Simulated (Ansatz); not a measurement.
Zr (hcp, Mg type)

```yaml
crystal:
  lattice:
    - [3.18422, 0.00000, 0.00000]
    - [-1.59211, 2.75761, 0.00000]
    - [0.00000, 0.00000, 5.11671]
  atoms:
    - { symbol: Zr, position: [0.33333, 0.66667, 0.75000] }
    - { symbol: Zr, position: [0.66667, 0.33333, 0.25000] }
```

The slice is a (0001) plane (indices of the conventional cell) through the point (0.333, 0.667, 0.750) (fractional), spanned by u = [110] and v = [1 -1 0] in vectors of this cell: u (3.18 Å) and v (5.52 Å, at 90° to u). It covers one period; positions are fractions (u, v).

The numbers are results of PBEsol (plane waves to 420 eV, PAW, scalar-relativistic; Ansatz, a quantum-chemistry and plane-wave program), not measurements. k mesh 17×17×9. These are valence fields of a PAW run, semicore shells included where kept as valence: close to a nucleus they are smooth pseudo fields. Zr is run without spin polarisation. Zr was relaxed with its symmetry unable to fall.

Q: What is the ELF at the midpoint of the shortest Zr–Zr line in this plane (3.18 Å)?

A: 0.23.

Q: What is the valence density on the shortest Zr–Zr line in this plane (3.18 Å), at its midpoint?

A: 0.18 e/Å³.

Q: Predict the map of the electron localisation function (ELF) on the slice.

A: 
```tsv
v \ u	0.00	0.14	0.29	0.43	0.57	0.71	0.86
0.92	x	0.80	0.33	0.35	0.35	0.33	0.80
0.83	0.53	0.31	0.22	0.60	0.60	0.22	0.31
0.75	0.15	0.17	0.26	0.32	0.32	0.26	0.17
0.67	0.31	0.17	0.18	0.45	0.45	0.18	0.17
0.58	0.22	0.14	0.70	0.78	0.78	0.70	0.14
0.50	0.23	0.19	0.80	x	x	0.80	0.19
0.42	0.47	0.21	0.66	0.79	0.79	0.66	0.21
0.33	0.68	0.39	0.19	0.47	0.47	0.19	0.39
0.25	0.33	0.30	0.21	0.15	0.15	0.21	0.30
0.17	0.50	0.31	0.14	0.26	0.26	0.14	0.31
0.08	x	0.82	0.33	0.17	0.17	0.33	0.82
0.00	x	x	0.53	0.18	0.18	0.53	x
```

Values: electron localisation function (ELF). Points within 0.5 Å of a nucleus are blanked (x), as the pseudised field means little there.
